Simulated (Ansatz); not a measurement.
The relaxed structure here is a generated cell of CdTe: the first start was made by a random draw of sites in a space group, and the end was not matched to a known phase here, so it may be hypothetical. Known forms of CdTe include space group No. 216.

A relaxed structure of CdTe. Space group I4₁md (No. 109). The numbers are results of r2SCAN (plane waves to 500 eV, PAW, scalar-relativistic; Ansatz, a first-principles code), not measurements.

```xyz
8
Lattice="-3.3255 3.3255 7.9358 3.3255 -3.3255 7.9358 3.3255 3.3255 -7.9358" Properties=species:S:1:pos:R:3 pbc="T T T"
Cd     3.3255     1.9702     6.5386
Cd     3.3255    -1.9702     6.5386
Cd     1.3553     3.3255     2.5707
Cd     1.9702     0.0000    10.5065
Te     1.4747     0.0000     7.6396
Te     1.8509     3.3255    -0.2962
Te     3.3255     1.4747     3.6717
Te     3.3255    -1.4747     3.6717
```

For CdTe, the volume per atom comes out as 43.88 Å³ and the density is 4.54 g/cm³. The band gap is 0.27 eV, direct (no spin-orbit coupling), the shortest distances comes out as Cd–Cd 2.71 Å; Cd–Te 2.91 Å; Te–Te 2.95 Å and the k-mesh comes out as 7×7×7.

Band energies at high-symmetry points (eV from the VBM; labels of this space group; no spin-orbit coupling), from −5 eV up to 5.3 eV:

```json
[
 {"point": "Γ", "energies": "-4.91 -4.13 -3.42 -3.42 -2.07 -1.30 -1.08 -1.06 -1.06 -0.95 -0.51 2.18 2.18 2.64 2.64 2.77 3.71 3.71 4.38 4.56 4.99"},
 {"point": "X", "energies": "-4.23 -4.23 -3.03 -3.03 -2.46 -2.46 -2.26 -2.26 -1.35 -1.35 -1.08 -1.08 0.80 0.80 3.15 3.15 3.89 3.89 5.09 5.09 5.24 5.24"},
 {"point": "P", "energies": "-4.22 -4.22 -3.08 -3.08 -2.44 -2.44 -2.17 -2.17 -1.47 -1.47 -1.06 -1.06 0.81 0.81 3.39 3.39 3.64 3.64 4.88 4.88"},
 {"point": "N", "energies": "-4.95 -4.50 -3.87 -2.89 -2.62 -2.44 -2.08 -1.71 -1.35 -1.30 -0.88 -0.55 0.38 2.50 2.56 3.14 3.65 3.68 4.37 4.56 4.73 5.26"},
 {"point": "M", "energies": "-3.41 -3.41 -3.23 -3.23 -1.56 -1.56 -0.94 -0.94 -0.85 -0.85 2.43 2.43 3.01 3.01 3.35 3.35 4.10 4.10 5.03 5.03"},
 {"point": "S", "energies": "-4.94 -4.41 -3.92 -2.89 -2.83 -2.47 -2.08 -1.88 -1.22 -1.15 -0.97 -0.42 0.40 2.56 2.79 3.06 3.71 3.81 4.08 4.58 4.60 5.01"},
 {"point": "S0", "energies": "-4.94 -4.41 -3.92 -2.89 -2.83 -2.47 -2.08 -1.88 -1.22 -1.15 -0.97 -0.42 0.40 2.56 2.79 3.06 3.71 3.81 4.08 4.58 4.60 5.01"},
 {"point": "R", "energies": "-4.22 -4.22 -3.18 -3.18 -2.58 -2.58 -2.25 -2.25 -1.33 -1.33 -0.75 -0.75 0.71 0.71 3.16 3.16 3.87 3.87 4.92 4.92 5.16 5.16"}
]
```

The relaxed cell holds bonded Te–Te pairs (2.95 Å). No spin polarisation in the result. Spin-orbit coupling is missing; with elements this heavy it can move band edges by tenths of an eV or more.

The run could not lose the symmetry of its start: the end is stationary, and may be a saddle point rather than a minimum.
